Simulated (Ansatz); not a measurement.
Here is the system:

BeSe:
```yaml
crystal:
  lattice:
    - [3.61521, 0.00000, 0.00000]
    - [-1.80761, 3.13087, 0.00000]
    - [0.00000, 0.00000, 5.96412]
  atoms:
    - { symbol: Be, position: [0.33333, 0.66667, 0.99936] }
    - { symbol: Se, position: [0.66667, 0.33333, 0.12564] }
    - { symbol: Be, position: [0.66667, 0.33333, 0.49936] }
    - { symbol: Se, position: [0.33333, 0.66667, 0.62564] }
```

This is the PBEsol-relaxed structure. Tensor components refer to the Cartesian frame of this cell.

**Question.** All from DFT-PBEsol in the program Ansatz with PAW potentials, unless another level is named. Give the Debye temperature from the elastic constants.

**Answer.** 450 K.

**Question.** What about the piezoelectric stress constants (proper, relaxed ions, C/m²)?

**Answer.** e15 = e24 = -0.08, e31 = e32 = -0.07, e33 = 0.27.

Space group P6_3mc (wurtzite). The start of the workflow was typed in or built on a structure type; neither database checked (COD, Materials Project) lists it. COD files the formula under space group No. 216. Whether it is the stable phase at ambient conditions was not checked. Symmetry was held in the PBEsol relaxation; its stability against distortions is not shown here. Signs of piezoelectric constants follow the polarity of the cell as given.

Potentials: the later of the program's two PAW sets.
